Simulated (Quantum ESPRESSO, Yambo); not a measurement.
KScMo₂O₈ (space group P-3m1, No. 164). The geometry is that of Materials Project entry mp-18837, symmetrised and not relaxed again. Chain: LDA (pw.x of Quantum ESPRESSO, ONCV potentials, without SOC); G0W0 in Yambo (3×3×2 Γ-centred k mesh, bands 4 to 249 and a 6 Ry block in the screening, 249 bands in G with the Bruneval-Gonze terminator, plasmon pole fitted at 27.2 eV); BSE (3×3×2 mesh, 24 valence and 20 conduction bands, static screening with 130 bands and a 3 Ry block, scissor 2.53 eV, Tamm-Dancoff).

The LDA gap (dense path) is 3.40 eV. The LDA gap Γ → Γ on the GW mesh is 3.40 eV. The LDA smallest direct gap on the GW mesh, at Γ is 3.40 eV and the G0W0 direct gap at that point is 5.93 eV. The G0W0 correction to the gap Γ → Γ is 2.53 eV, the direct gap on the BSE mesh, with the scissor comes out as 5.93 eV and the first BSE state allowed for light along x is 4.33 eV. The lowest BSE state comes out as 4.12 eV. The binding of the lowest exciton comes out as 1.81 eV. The RPA electronic dielectric constant along x is 3.36 (3×3×2 mesh, LDA bands).

Rough cost of the Yambo steps against G0W0 for 8 states: BSE within a factor of two, one RPA spectrum about 1/9.

Nearest settings tried, and what they do to the gap: 168 bands in W, 168 bands in G: +51 meV; 5 Ry block (287 vectors against 401): +0 meV. Not varied: mesh. So the settings aren't converged at that level. The BSE states are vertical excitations (zero momentum). Convergence of the RPA response with its 3×3×2 mesh was not tested. Convergence of the binding with the mesh was not shown. Axes are Cartesian, with cell vectors (Å) (5.88, 0.00, 0.00), (-2.94, 5.10, 0.00), (0.00, 0.00, 7.40).

Spin-orbit splittings are left out.

The structure is a Materials Project entry; no match was found in the copy of COD used, and its stability was not checked.
